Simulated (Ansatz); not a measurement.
The start is a generated trial cell of Te2Mo in the rutile structure type. The structure is fully relaxed (lattice and positions, P = 0) with PBE (plane waves to 420 eV, PAW, scalar-relativistic; Ansatz, a quantum-chemistry and plane-wave program). First-step values are on the input's coarse k-mesh.

Ansatz input (later rounds restart from its end on a renewed k-mesh):
Ansatz 0.2 input:
```yaml
crystal:
  lattice:
    - [6.953458, 0, 0]
    - [0, 6.953458, 0]
    - [0, 0, 4.478062]
  atoms:
    - { symbol: Mo, position: [0, 0, 0] }
    - { symbol: Mo, position: [0.5, 0.5, 0.5] }
    - { symbol: Te, position: [0.30496, 0.30496, 0] }
    - { symbol: Te, position: [0.80496, 0.19504, 0.5] }
    - { symbol: Te, position: [0.19504, 0.80496, 0.5] }
    - { symbol: Te, position: [0.69504, 0.69504, 0] }
basis: { ecutwfc: 420, ecutrho_ratio: 4, xc_grid: 2, fft_grid_basis: typed }
kpoints: { mp_grid: { grid: [4, 4, 5] } }
hamiltonian:
  xc: pbe
  dispersion: none
  pseudopotentials: { azcp: { folder: ./paw }, kind: paw }
scf: { occupations: { method: fermi_dirac, width: 0.05 } }
relax: { f_tol: 0.01, max_steps: 100, cell: { stress_tol: 0.02 } }
output: { forces: true, stress: true }
```

**Question.** What pressure does the first self-consistent step give?

**Answer.** -11 GPa (negative: the cell is under tension).

**Question.** Which atoms feel the largest initial force, and how large is it?

**Answer.** About 0.4 eV/Å, on Te3, Te4, Te5, Te6 (atoms numbered as listed).

**Question.** By how much does the energy per atom fall from start to end?

**Answer.** 0.45 eV/atom.

**Question.** Is the relaxed structure metallic? Give its gap.

**Answer.** Zero (metallic).

The space group stays P4₂/mnm (No. 136) (the run could not lower it), with 6 atoms in the primitive cell. Final values are on a 7×7×13 k-mesh of the relaxed cell. No spin polarisation in the result. A magnetic state may lie lower.

The run could not lose the symmetry of its start, so the end can be a saddle point.

The relaxed structure here is a generated cell of Te2Mo: the first start was made by placing the elements on the sites of a structure type, and the end was not matched to a known phase here, so it may be hypothetical. Known forms of Te2Mo include space group No. 194.
